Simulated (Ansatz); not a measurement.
ZnInGaO$_{4}$ (InGaZnO4 type, space group R3m)

```xyz
7
Lattice="1.6555 0.9558 8.5874 -1.6555 0.9558 8.5874 0.0000 -1.9116 8.5874" Properties=species:S:1:pos:R:3 pbc="T T T"
In     0.0000     0.0000    25.6832
Ga     0.0000     0.0000     5.4847
Zn     0.0000     0.0000    20.1271
O      0.0000     0.0000     3.5170
O      0.0000     0.0000    22.6441
O      0.0000     0.0000     7.4355
O      0.0000     0.0000    18.1573
```

E(V) scan at fixed shape, V₀ the volume above. The atoms relax within the cell's symmetry.

Method: r2SCAN (plane waves to 500 eV, PAW, scalar-relativistic; Ansatz, a first-principles code). k mesh 12×12×12 (Γ-centred), Fermi-Dirac smearing 0.05 eV. Energies are smeared free energies. Compression counts positive. The PAW data are Ansatz's earlier set. ZnInGaO4 was relaxed with its symmetry unable to fall. The zero of ΔE is the relaxed starting cell.

Question: What ΔE (kJ/mol of atoms) and P (GPa) does the calculation give at V/V₀ = 0.840, 0.872, 0.904, 1.064, 1.096, 1.128?

Answer: 
| V/V₀ | ΔE (kJ/mol of atoms) | P (GPa) |
|---|---|---|
| 0.840 | 22.18 | 46.3 |
| 0.872 | 13.27 | 33.5 |
| 0.904 | 6.99 | 22.8 |
| 1.064 | 2.31 | -9.7 |
| 1.096 | 4.92 | -13.4 |
| 1.128 | 8.29 | -16.5 |

(Under strain, the slope of the energy per volume gives the stress and its curvature an elastic modulus.)
